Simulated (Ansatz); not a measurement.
Ansatz input

```yaml
crystal:
  lattice:
    - [2.6101327537, 0.0, 0.0]
    - [-1.3050663769, 2.2604412719, 0.0]
    - [0.0, 0.0, 4.5866698365]
  atoms:
    - { symbol: Fe, position: [0.3333333333, 0.6666666667, 0.25], spin: 2.594 }
    - { symbol: Fe, position: [0.6666666667, 0.3333333333, 0.75], spin: 2.594 }
hamiltonian:
  xc: blyp
  pseudopotentials:
    kind: paw
    azcp:
      Fe: "pseudopotentials/Fe.paw.azcp"
basis:
  ecutwfc: 420
  fft_grid_basis: typed
kpoints:
  mp_grid: { grid: [16, 16, 8], shift: [0, 0, 0] }
magnetization:
  spin_polarized: true
scf:
  occupations: { method: fermi_dirac, width: 0.05 }
  lower_state_search: "off"
output:
  stress: true
```

and its output:

```
Engine: ansatz 0.2.0, aarch64-unknown-linux-gnu
Pseudopotentials: kind: paw
Pseudopotential: Fe, paw, valence charge 16, recommended cutoff 420 eV (normal) 
Functional definition: BLYP
  parameter beta = 0.0042
  parameter a = 0.04918
  parameter b = 0.132
  parameter c = 0.2533
  parameter d = 0.349
  exchange = b88_x(beta = beta)
  correlation = lyp_c(a = a, b = b, c = c, d = d)
Crystal: 2 atoms, lattice volume = 27.062 Å³
Basis set: ecut = 420 eV, 549 PW (Γ), exchange–correlation on 36×36×64 points (8 copies of the dense FFT grid, shifted against one another)
Bands: 23, of which v1, the nominal top of the filled ones, is band 16 counted from 1 (15 counted from 0)
Symmetry: 24 space group operations
Space group: P63/mmc (ITA 194), of the structure as read, at distance tolerance 3.0e-5 Å
Magnetic group: BNS 194.263 (UNI 1493), of the structure as read, at distance tolerance 3.0e-5 Å
k-points: 150 of 2048
Non-local potential: Fe, projectors of the file, l = 0: 3, l = 1: 2, l = 2: 3, l = 3: 1
PAW form: soft (Blöchl's): semilocal exchange-correlation on the pseudo side does not see the compensation charge
PAW frozen core: Fe, regenerated for the run's functional, and the local potential with it (the file was generated under x = pbe(κ = 0.804, μ = 0.2195149727645171), c = pbe(β = 0.06672455060314922))
PAW one-centre angular grid: Fe, 590 points (default); XC on 64 Gauss nodes
Initial density: superposition of atomic densities (chi_scale 0.1, normalization cell)
Starting moments: Σ|m| = 5.188 μB on 2 of 2 sites
Initial wavefunctions: pseudopotential atomic-orbital guess
Functional: x = b88, c = lyp
iter 1 solved again at ethr=1.34e-4 eV; its pass at ethr=3.10e-3 eV (dr2=4.28e-2 eV) is discarded
SCF iter   1: F=—  HF=-8975.648092 eV  |F-HF|=—  |Δ(HF+E_count)|=         —  Δρ=3.32e-2 (↑2.93e-2 ↓3.32e-2)  dr2=4.29e-2  dr2_m=2.22e-1  M=5.172 μB ∫|m|=5.202 μB  β_m=1.00  ethr=1.34e-4  ⟨swp⟩=1.0  Hψ=34486  notcnv=0
spin=Collinear: Kerker preconditioning applied to the charge; magnetization (m = ρ↑ − ρ↓) channel mixes plain (no charge-response kernel on spin).
SCF iter   2: F=—  HF=-8975.715593 eV  |F-HF|=—  |Δ(HF+E_count)|=   6.75e-2  Δρ=1.52e-2 (↑8.47e-3 ↓1.52e-2)  dr2=3.30e-2  dr2_m=1.65e-2  M=5.182 μB ∫|m|=5.309 μB  β_m=1.00  ethr=1.34e-4  ⟨swp⟩=2.8  Hψ=13965  notcnv=0
SCF iter   3: F=—  HF=-8975.792699 eV  |F-HF|=—  |Δ(HF+E_count)|=   7.71e-2  Δρ=9.27e-3 (↑6.52e-3 ↓9.27e-3)  dr2=2.18e-2  dr2_m=2.39e-3  M=5.194 μB ∫|m|=5.356 μB  β_m=1.00  ethr=1.03e-4  ⟨swp⟩=2.0  Hψ=10226  notcnv=0  defer=179
SCF iter   4: F=—  HF=-8975.849907 eV  |F-HF|=—  |Δ(HF+E_count)|=   5.72e-2  Δρ=3.14e-3 (↑3.14e-3 ↓2.16e-3)  dr2=1.05e-3  dr2_m=1.04e-3  M=5.208 μB ∫|m|=5.384 μB  β_m=1.00  ethr=6.80e-5  ⟨swp⟩=2.1  Hψ=12400  notcnv=0  defer=183
SCF iter   5: F=—  HF=-8975.892085 eV  |F-HF|=—  |Δ(HF+E_count)|=   4.22e-2  Δρ=2.58e-3 (↑2.58e-3 ↓1.28e-3)  dr2=1.13e-3  dr2_m=3.65e-4  M=5.214 μB ∫|m|=5.399 μB  β_m=1.00  ethr=3.29e-6  ⟨swp⟩=2.2  Hψ=10900  notcnv=0  defer=183
SCF iter   6: F=—  HF=-8975.915798 eV  |F-HF|=—  |Δ(HF+E_count)|=   2.37e-2  Δρ=1.12e-3 (↑1.12e-3 ↓5.54e-4)  dr2=7.77e-5  dr2_m=1.58e-4  M=5.220 μB ∫|m|=5.409 μB  β_m=1.00  ethr=3.29e-6  ⟨swp⟩=2.3  Hψ=12676  notcnv=0  defer=184
SCF iter   7: F=—  HF=-8975.929211 eV  |F-HF|=—  |Δ(HF+E_count)|=   1.34e-2  Δρ=6.48e-4 (↑6.48e-4 ↓5.95e-4)  dr2=2.29e-5  dr2_m=8.04e-5  M=5.224 μB ∫|m|=5.418 μB  β_m=0.30  ethr=2.43e-7  ⟨swp⟩=2.0  Hψ=11762  notcnv=0  defer=184
Mixer restart at iter 7: flushing history
spin-set hold released at iteration 7 (site moments contracting): the magnetisation degrees of freedom join the quasi-Newton model from the next iteration; the mixer history was flushed
SCF iter   8: F=—  HF=-8975.937210 eV  |F-HF|=—  |Δ(HF+E_count)|=   8.00e-3  Δρ=8.52e-4 (↑7.85e-4 ↓8.52e-4)  dr2=2.00e-5  dr2_m=1.48e-4  M=5.228 μB ∫|m|=5.423 μB  β_m=0.65  ethr=7.14e-8  ⟨swp⟩=2.0  Hψ=11718  notcnv=0  defer=184
SCF iter   9: F=—  HF=-8975.945675 eV  |F-HF|=—  |Δ(HF+E_count)|=   8.47e-3  Δρ=8.38e-4 (↑5.35e-4 ↓8.38e-4)  dr2=1.96e-5  dr2_m=1.08e-4  M=5.239 μB ∫|m|=5.441 μB  β_m=0.82  ethr=6.25e-8  ⟨swp⟩=3.2  Hψ=15245  notcnv=0  defer=184
SCF iter  10: F=—  HF=-8975.945744 eV  |F-HF|=—  |Δ(HF+E_count)|=   6.95e-5  Δρ=1.76e-4 (↑1.76e-4 ↓1.48e-4)  dr2=1.28e-5  dr2_m=8.05e-7  M=5.240 μB ∫|m|=5.444 μB  β_m=0.78  ethr=6.12e-8  ⟨swp⟩=2.2  Hψ=11564  notcnv=0  defer=184
SCF iter  11: F=—  HF=-8975.945748 eV  |F-HF|=—  |Δ(HF+E_count)|=   4.03e-6  Δρ=1.40e-4 (↑1.40e-4 ↓1.18e-4)  dr2=1.01e-5  dr2_m=2.33e-7  M=5.240 μB ∫|m|=5.444 μB  β_m=0.61  ethr=4.00e-8  ⟨swp⟩=2.0  Hψ=10989  notcnv=0  defer=184
SCF iter  12: F=—  HF=-8975.945746 eV  |F-HF|=—  |Δ(HF+E_count)|=   2.86e-6  Δρ=4.63e-5 (↑1.75e-5 ↓4.63e-5)  dr2=3.65e-7  dr2_m=9.19e-8  M=5.240 μB ∫|m|=5.444 μB  β_m=0.81  ethr=3.17e-8  ⟨swp⟩=2.5  Hψ=10302  notcnv=0  defer=184
SCF iter  13: F=-8975.945746 eV  HF=-8975.945746 eV  |F-HF|=8.80e-10  |Δ(HF+E_count)|=   3.74e-7  Δρ=7.37e-6 (↑7.37e-6 ↓6.54e-6)  dr2=2.03e-8  dr2_m=3.51e-9  M=5.240 μB ∫|m|=5.444 μB  ethr=3.13e-10  ⟨swp⟩=2.5  Hψ=24317  notcnv=0
SCF 1 converged in 13 iterations: F = -8975.945746 eV  dr2 = 2.03e-8
SCF converged after 13 iterations
Magnetization: 5.2400 μB (18.6200 up, 13.3800 down)
Absolute magnetization: 5.4440 μB (∫|ρ↑−ρ↓|, with the PAW one-centre terms)
Spin contamination: 0.0937 ħ² per cell (⟨S²⟩ above its minimum at these occupations)
Per-site moments (μB) at R_I (Å): [(2.658604362463785, 1.076679760888382), (2.6586043624637843, 1.076679760888382)]
Free energy (F): -8975.945746 eV
Harris-Foulkes:  -8975.945746 eV  (|F-HF|=8.80e-10)
Internal energy: -8975.923507 eV  (E = F + TS)
E sigma→0 (E₀):  -8975.934627 eV
Entropy (-TS):   -0.022239 eV (-11.119 meV/atom)
Fermi energy:    15.651097 eV
--- Per-component energies (eV) ---
  E_band       = -511.204954
  E_kinetic    = 694.546699
  E_local      = -4571.767161  (includes V_loc(G=0)·N_el)
  E_nonlocal   = 440.092299
  E_hartree    = 1910.620468
  E_xc         = -229.071740
  E_vxc        = -294.059411  (∫ρ·V_xc dr)
  E_paw        = -2755.956497  (= ΣΔE_a)
  E_vpaw       = -601.270073  (= ΣTr[D̂ρ^β])
  E_aug_tail   = 0.001558  (compensation charges beyond the density's cutoff)
  E_ewald      = -4464.409032
  E_core_change = 0.019898  (= ΣΔE_core)
  E_smearing   = -0.022239  (= −TS)
  E_closure    = -0.000000  (closes the sum)
  Σ components = -8975.945746   (vs F -8975.945746, Δ=0.00e0)
--- Stress (GPa, compression-positive) ---
      -10.133233       0.000000      -0.000000
        0.000000     -10.133233      -0.000000
       -0.000000      -0.000000      -8.668883
  P = ⅓ Tr σ = -9.6451 GPa (-96.451 kbar)
```
